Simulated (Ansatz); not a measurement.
Li2H6Pt in space group Fm-3m (No. 225; Li on 8c, H on 24e, Pt on 4a), DFT-PBEsol in the program Ansatz with PAW potentials, all energies at zero smearing, with the estimated change up to a 700 eV cutoff added, with one set of potentials and settings (totals compare only within such a set). Cell of 9 atoms (2 Li, 6 H, 1 Pt): -12887.326 eV.

```csv
element,reference phase,E (eV/atom)
Li,"Fm-3m, 1 atoms in the cell",-203.0014
H,"Cmce, 4 atoms in the cell",-15.6194
Pt,"Fm-3m, 1 atoms in the cell",-12383.8180
```

Formation energy per atom, worked out: (-12887.326 − 2×(-203.0014) − 6×(-15.6194) − 1×(-12383.8180))/9 = -0.421 eV/atom (-41 kJ per mol of atoms), at 0 K, without zero-point energy or fitted corrections.

The workflow started from a Materials Project entry (that database holds measured and hypothetical structures alike); the Crystallography Open Database copy checked does not list it. Whether it is the stable phase at ambient conditions was not checked. The cell was relaxed with PBEsol under the symmetry of its start; of distortions, only those at the zone centre were tested. No spin polarisation was allowed. The references are the lowest solids computed at this level, not always the standard phases (solids in place of the gases). Scalar-relativistic: spin–orbit coupling is off unless named, which matters more the heavier the elements.

Potentials: the later of the program's two PAW sets.
